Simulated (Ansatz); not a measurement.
CdSiN₂:
```
CELL_PARAMETERS angstrom
      1.44701     0.83543     5.46483
     -1.44701     0.83543     5.46483
      0.00000    -1.67086     5.46483
ATOMIC_POSITIONS crystal
  Cd 0.00000 0.00000 0.00000
  Si 0.50000 0.50000 0.50000
  N  0.77371 0.77371 0.77371
  N  0.22629 0.22629 0.22629
```

Relaxed with PBEsol. Independent-particle spectrum: no excitons, no local fields, no scissors shift; 0.1 eV broadening; ε₁ of the summed bands alone.

### Question
Tabulate the dielectric function from DFT-PBEsol in the program Ansatz with PAW potentials.

### Answer


```csv
E (eV),ε₁ xx,ε₂ xx,ε₁ zz,ε₂ zz
0.0,7.70,0.00,11.76,0.00
0.4,7.75,0.00,11.89,0.00
0.8,7.89,0.00,12.30,0.00
1.2,8.16,0.00,13.09,0.00
1.6,8.66,0.00,14.57,0.00
2.0,9.91,0.19,17.73,0.00
2.4,11.45,1.87,29.93,5.05
2.8,10.11,5.62,7.79,29.92
3.2,6.85,5.05,2.09,13.59
3.6,6.41,4.13,3.52,10.42
4.0,6.42,3.54,3.88,9.22
4.4,6.46,2.97,4.75,7.93
4.8,7.20,2.99,4.51,10.63
5.2,8.68,3.34,4.74,11.69
5.6,7.64,5.70,-2.82,13.24
6.0,7.45,5.29,-3.47,7.99
6.4,7.89,6.38,-2.80,5.79
6.8,5.76,8.03,-2.45,4.23
7.2,5.58,6.09,-1.20,2.73
7.6,6.37,7.33,0.04,2.66
8.0,7.02,8.02,0.65,2.61
8.4,6.50,12.60,1.12,2.84
8.8,0.51,11.42,1.38,3.10
9.2,-1.27,9.35,1.64,2.98
9.6,-0.67,7.67,2.08,3.14
10.0,-0.84,7.31,2.09,4.19
10.4,-0.89,6.45,2.09,4.48
10.8,-1.06,7.07,1.45,5.28
11.2,-2.63,6.17,-0.12,5.09
11.6,-3.13,4.79,-0.38,4.12
12.0,-2.46,3.79,-0.06,3.74
```

### Question
From ε at 4.0 eV (xx: 6.42 + 3.54i), find n, k, the normal reflectivity and the absorption coefficient.

### Answer
n = 2.62, k = 0.675, R = 23 %, α = 2kE/ħc = 270000 cm⁻¹.

With all bands, ε∞ without local fields is 7.94 (xx = yy), 12.0 (zz). DFPT, with local fields, gives 7.70 (xx = yy), 11.5 (zz).

Space group R-3m. The start of the workflow was typed in or built on a structure type; neither database checked (COD, Materials Project) lists it. Whether it is the stable phase at ambient conditions was not checked. The cell was relaxed with PBEsol under the symmetry of its start; whether a distortion lowers the energy is not shown. Spin–orbit coupling is left out wherever it is not named.

Potentials: the later of the program's two PAW sets.
